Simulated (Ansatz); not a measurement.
Start of a relaxation of Al₃Ga₂N₅:

```
CELL_PARAMETERS angstrom
-1.68528 1.68528 11.91673
1.68528 -1.68528 11.91673
1.68528 1.68528 -11.91673
ATOMIC_POSITIONS crystal
Al 0.70000 0.70000 0.00000
Al 0.30000 0.30000 0.00000
Al 0.50000 0.50000 0.00000
Ga 0.90000 0.90000 0.00000
Ga 0.10000 0.10000 0.00000
N 0.60000 0.60000 0.00000
N 0.20000 0.20000 0.00000
N 0.80000 0.80000 0.00000
N 0.40000 0.40000 0.00000
N 0.00000 0.00000 0.00000
```

The calculation used DFT PBE, scalar-relativistic, plane waves, PAW in Ansatz. Cutoff 420 eV, Gaussian smearing, Γ-centred meshes. Cell and atoms relax first on a coarse mesh and then on a converged one. In between, the cell is made exact in the group found at 0.06 Å. The steps can't lower the symmetry of their start. No spin polarisation in the relaxation; trial moments died out in a coarse test.

A guess keeps its type if space group and coordination stay and the shape of the cell changes little (axis ratios within about 15 %, angles within 6°); the volume may change.

Q: Will the relaxed cell still be of the starting type?

A: It keeps its type. The symmetry stays I4/mmm (No. 139). The volume per atom shrinks by 33.8 %, from 13.5 to 9.0 Å³. The shortest distance goes from 2.38 Å (Al–N and Ga–N) to 2.02 Å (Al–N). The ratio c/a of the conventional cell changes by a factor of 1.00. Counting neighbours within 15 % of an atom's shortest distance, the start has Al 6, Ga 6, N 6 and the end Al 6, Ga 6, N 6.

Formation energies are uncorrected and refer to the elements' standard structures at the same level (N₂ as a molecule).

Q: At what energy does it end?

A: −0.671 eV/atom. A negative formation energy is needed for stability but isn't enough: competing phases decide.

The last run used a 14×14×14 mesh for its 10-atom cell and Gaussian smearing of 0.02 eV. Symmetry constrained the relaxation, so the result can be a saddle point.
